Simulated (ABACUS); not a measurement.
## Checks by hand on Au (Fm-3m, 1 atom in the cell; from Materials Project mp-81)

```cif
data_Au
_chemical_formula_sum 'Au1'
_space_group_name_H-M_alt 'P 1'
_space_group_IT_number 1
_cell_length_a 2.94955
_cell_length_b 2.94955
_cell_length_c 2.94955
_cell_angle_alpha 60.000
_cell_angle_beta 60.000
_cell_angle_gamma 60.000
loop_
_space_group_symop_operation_xyz
  'x, y, z'
loop_
_atom_site_label
_atom_site_type_symbol
_atom_site_fract_x
_atom_site_fract_y
_atom_site_fract_z
_atom_site_occupancy
Au1 Au 0.00000 0.00000 0.00000 1
```

Computed with PBE, PseudoDojo 0.5 standard norm-conserving PBE (tails mended) pseudopotentials (plane waves; ABACUS).

Main settings: KPT = Gamma 18 18 18 0 0 0; basis_type = pw; dft_functional = PBE; ecutwfc = 76 Ry; smearing_method = fd; smearing_sigma = 0.00734986 Ry; potentials = PseudoDojo 0.5 standard norm-conserving PBE (tails mended); symmetry = 1.

The structure comes from a collection of computed structures, made at another level of theory; the collection holds predicted forms beside known ones.

The cell holds 122.4 bohr³ and the plane-wave cutoff is 76.0 Ry.

Problem. How many plane waves does a k-point need, and how does the count grow with the cutoff?

Solution. In Rydberg units |k + G|² ≤ E, a sphere of radius √76.0 = 8.718 bohr⁻¹. Each G takes (2π)³/V of reciprocal space, so N = V E^(3/2)/(6π²) = 122.4 × 662.6/59.218 = 1369. The program's largest count at a k-point is 1387; single k-points scatter about the estimate. The count grows as E^(3/2): 20 % more cutoff means 31 % more plane waves.

With Fermi-Dirac occupations of width kT = 0.1000 eV the run gave E = -4032.7109 eV and F = E − TS = -4032.7200 eV for the cell.

Problem. Extrapolate the energy to zero width, and estimate the density of states at the Fermi level.

Solution. TS = E − F = 0.0091 eV. To second order in the width E rises and F falls by the same amount, so E(0) ≈ (E + F)/2 = -4032.7154 eV. The Sommerfeld expansion gives TS = (π²/3) g (kT)², so g ≈ 3 × 0.0091/(π² × 0.1000²) = 0.28 states/eV for the cell, 0.28 an atom (both spins). This g is a mean over a few kT around the Fermi level on this mesh. It implies a bare coefficient γ = (π²/3) k_B² g = 2.357 × 0.28 = 0.7 mJ/(mol K²) for a mole of atoms, without any enhancement by phonons or spin fluctuations.

“Tails mended”: in these copies of the files the far tail of each local potential was reset to the Coulomb form.
